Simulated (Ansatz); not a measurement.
This guess for Rb2YOsC6N6 is about to be relaxed.

```xyz
16
Lattice="0.0000 5.2760 5.2760 5.2760 0.0000 5.2760 5.2760 5.2760 0.0000" Properties=species:S:1:pos:R:3 pbc="T T T"
Rb    2.6380    2.6380    2.6380
Rb    7.9140    7.9140    7.9140
Y     5.2760    5.2760    5.2760
Os    0.0000    0.0000    0.0000
C     1.8960    5.2760    5.2760
C     5.2760    1.8960    5.2760
C     5.2760    5.2760    1.8960
C     8.6560    5.2760    5.2760
C     5.2760    8.6560    5.2760
C     5.2760    5.2760    8.6560
N     3.0660    5.2760    5.2760
N     5.2760    3.0660    5.2760
N     5.2760    5.2760    3.0660
N     7.4860    5.2760    5.2760
N     5.2760    7.4860    5.2760
N     5.2760    5.2760    7.4860
```

Theory: DFT PBE, scalar-relativistic, plane waves, PAW in Ansatz. Cutoff 420 eV, Gaussian smearing, Γ-centred meshes. Cell and atoms relax first on a coarse mesh and then on a finer one. In between, the cell is made exact in the group found at 0.06 Å. In metals the finer mesh still leaves noise of several meV/atom or more. The steps can't lower the symmetry of their start. Collinear spin, starting moments Os 1.0 μB; they died out on the coarse mesh, so the last step has no spin.

A guess keeps its type if space group and coordination stay and the shape of the cell changes little (axis ratios within about 15 %, angles within 6°); the volume may change.

Problem. Does this structure survive the relaxation?

Solution. It keeps its type. The symmetry stays Fm-3m (No. 225). The volume per atom grows by 16.6 %, from 18.4 to 21.4 Å³. The shortest distance goes from 1.17 Å (C–N) to 1.19 Å (C–N). Counting neighbours within 15 % of an atom's shortest distance, the start has C 1, N 1, Os 6, Rb 24, Y 6 and the end C 1, N 1, Os 6, Rb 24, Y 6.

Energies over the elements count from the elements' standard structures at the same level (N₂ as a molecule), with no fitted energy shifts.

Problem. At what energy does it end?

Solution. −0.31 eV/atom. A negative formation energy is needed for stability but isn't enough: competing phases decide.

The last run used a 6×6×6 mesh for its 16-atom cell and Gaussian smearing of 0.10 eV. These runs have no spin–orbit coupling, which can matter for Os. The reference form of C is held partly by dispersion forces, which this level lacks. Symmetry constrained the relaxation, so the result can be a saddle point.
